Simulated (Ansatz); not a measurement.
Relaxation of a relaxed SnO2 cell stretched uniformly to 130 % of its volume; 6 atoms in the cell, which starts as P4₂/mnm (No. 136), tP6; a = b = 5.2688 Å, c = 3.5338 Å, α = β = γ = 90.00°. These are PBE (plane waves to 420 eV, PAW, scalar-relativistic; Ansatz, an electronic-structure program) values and carry that method's errors. Γ-centred k-mesh 5×5×7 on the run's cell (coarser than for final values), Fermi–Dirac smearing 0.05 eV. This is the first round of the run. 

The optimiser's lines from the output (shortened; P is positive under compression):

```
relax step   1: F+E_penalty+E_count = -14315.90455846 eV  Δ(F+E_penalty+E_count) = +0.000e0 eV  max|allowed force component| = 4.172e-1 eV/Å  Δτ_max = 0.0000 Å  P = -24.255 GPa  Ω = 98.099 Å³  (9 SCF iters, dr2 threshold 1.00e-7 eV, accepted)
relax step   2: F+E_penalty+E_count = -14317.55933637 eV  Δ(F+E_penalty+E_count) = -1.655e0 eV  max|allowed force component| = 1.446e-1 eV/Å  Δτ_max = 0.0161 Å  P = -16.096 GPa  Ω = 86.007 Å³  (6 SCF iters, dr2 threshold 6.00e-7 eV, accepted)
relax step   3: F+E_penalty+E_count = -14318.13917380 eV  Δ(F+E_penalty+E_count) = -5.798e-1 eV  max|allowed force component| = 1.939e-1 eV/Å  Δτ_max = 0.0034 Å  P = +1.709 GPa  Ω = 75.486 Å³  (6 SCF iters, dr2 threshold 6.00e-7 eV, accepted)
relax step   4: F+E_penalty+E_count = -14318.15874379 eV  Δ(F+E_penalty+E_count) = -1.957e-2 eV  max|allowed force component| = 5.177e-2 eV/Å  Δτ_max = 0.0088 Å  P = +0.163 GPa  Ω = 75.762 Å³  (5 SCF iters, dr2 threshold 6.00e-7 eV, accepted)
relax step   5: F+E_penalty+E_count = -14318.16219182 eV  Δ(F+E_penalty+E_count) = -3.448e-3 eV  max|allowed force component| = 2.208e-2 eV/Å  Δτ_max = 0.0019 Å  P = +0.194 GPa  Ω = 75.543 Å³  (4 SCF iters, dr2 threshold 6.00e-7 eV, accepted)
relax step   6: F+E_penalty+E_count = -14318.16218028 eV  Δ(F+E_penalty+E_count) = +1.154e-5 eV  max|allowed force component| = 1.055e-2 eV/Å  Δτ_max = 0.0025 Å  P = -0.002 GPa  Ω = 75.625 Å³  (4 SCF iters, dr2 threshold 1.80e-7 eV, accepted)
relax step   7: F+E_penalty+E_count = -14318.16219284 eV  Δ(F+E_penalty+E_count) = -1.256e-5 eV  max|allowed force component| = 7.730e-5 eV/Å  Δτ_max = 0.0008 Å  P = +0.001 GPa  Ω = 75.631 Å³  (4 SCF iters, dr2 threshold 6.95e-9 eV, accepted)
relax step   8: F+E_penalty+E_count = -14318.15086786 eV  Δ(F+E_penalty+E_count) = +1.132e-2 eV  max|allowed force component| = 2.536e-4 eV/Å  Δτ_max = 0.0000 Å  P = -0.373 GPa  Ω = 75.631 Å³  stress off target by 3.76e-1 GPa  SCF on the basis re-selected at this cell (its energy is not comparable with the rows above)  (7 SCF iters)
relax step   9: F+E_penalty+E_count = -14318.15143561 eV  Δ(F+E_penalty+E_count) = -5.677e-4 eV  max|allowed force component| = 2.390e-4 eV/Å  Δτ_max = 0.0004 Å  P = +0.004 GPa  Ω = 75.462 Å³  (4 SCF iters, dr2 threshold 3.53e-7 eV, accepted)
relax step  10: F+E_penalty+E_count = -14318.15098664 eV  Δ(F+E_penalty+E_count) = +4.490e-4 eV  max|allowed force component| = 1.879e-4 eV/Å  Δτ_max = 0.0000 Å  P = -0.004 GPa  Ω = 75.462 Å³  stress off target by 6.48e-3 GPa  SCF on the basis re-selected at this cell (its energy is not comparable with the rows above)  (6 SCF iters)
```

From the first to the last row the energy changes by -0.37 eV/atom and the volume by -23.1 %. The last row is marked as not comparable with the walk above it, whose basis was carried along; it does compare with step 1, since both stand on a basis selected at the nominal cutoff for their own cell.

Later rounds, restarted from the end of this one on a renewed k-mesh, logged 2 more steps and released under 0.01 eV/atom more. The final structure after all rounds: P4₂/mnm (No. 136), tP6, rutile type; a = 4.828 Å, b = 4.828 Å, c = 3.238 Å, α = 90.00°, β = 90.00°, γ = 90.00°. Between re-selections the logged energies stand on a plane-wave basis carried along with the cell. No spin polarisation in the result.

The run could not lose the symmetry of its start.
